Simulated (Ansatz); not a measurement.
Data:

GaSb:
```
GaSb
1.0
    2.01362     1.16257     3.28846
   -2.01362     1.16257     3.28846
    0.00000    -2.32513     3.28846
Ga Sb
1 1
Direct
  0.25003   0.25003   0.25003
  0.74997   0.74997   0.74997
```

This is the PBEsol-relaxed structure.

All from DFT-PBEsol in the program Ansatz with PAW potentials, unless another level is named. Predict the electronic character.

metallic (no gap).

And the formation energy from the elements (no fitted shifts)?

2.6 kJ/mol of atoms.

Predict the density of states at the Fermi level.

0.52 states/eV per atom (mean over ±0.08 eV).

Space group Fm-3m (rock salt). A made-up cell: these elements were put on the sites of a structure type; neither database checked (COD, Materials Project) lists it. It is not the phase usual at ambient conditions (space group No. 216). The cell was relaxed with PBEsol under the symmetry of its start; of distortions, only those at the zone centre were tested. The references are the lowest solids computed at this level, not always the standard phases. Scalar-relativistic: spin–orbit coupling is off unless named, which matters more the heavier the elements.

Potentials: the later of the program's two PAW sets.
